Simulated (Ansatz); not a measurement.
Values for one crystal, relaxed and computed with r²SCAN in the plane-wave PAW code Ansatz; other levels are named.

| Property | Value |
|---|---|
| Volume per atom | 19.86 Å³ |
| Electronic character | metallic (no gap) |
| Formation energy from the elements (no fitted shifts) | -0.88 eV/atom |
| Density of states at the Fermi level | 0.40 states/eV per atom (mean over ±0.08 eV) |

Q: Which compound is it?
A) ZrSiRu, P-62m (Zr on 3g, Si on 1b, Si on 2c, Ru on 3f)
B) Zr5Ge3, P6_3/mcm (Zr on 6g, Zr on 4d, Ge on 6g)
C) HfSi, Pnma (Hf on 4c, Si on 4c)
D) NbSi2, P6_422 (Nb on 3c, Si on 6i)

A: B, Zr5Ge3, P6_3/mcm (Zr on 6g, Zr on 4d, Ge on 6g)

The workflow started from a Materials Project entry (that database holds measured and hypothetical structures alike); the Crystallography Open Database copy checked does not list it. Its standing as an ambient phase is unchecked. Symmetry was held in the r²SCAN relaxation; its stability against distortions is not shown here. No spin polarisation was allowed. The references are the lowest solids computed at this level, not always the standard phases. Scalar-relativistic: spin–orbit coupling is off unless named, which matters more the heavier the elements.

Potentials: the earlier of the program's two PAW sets.
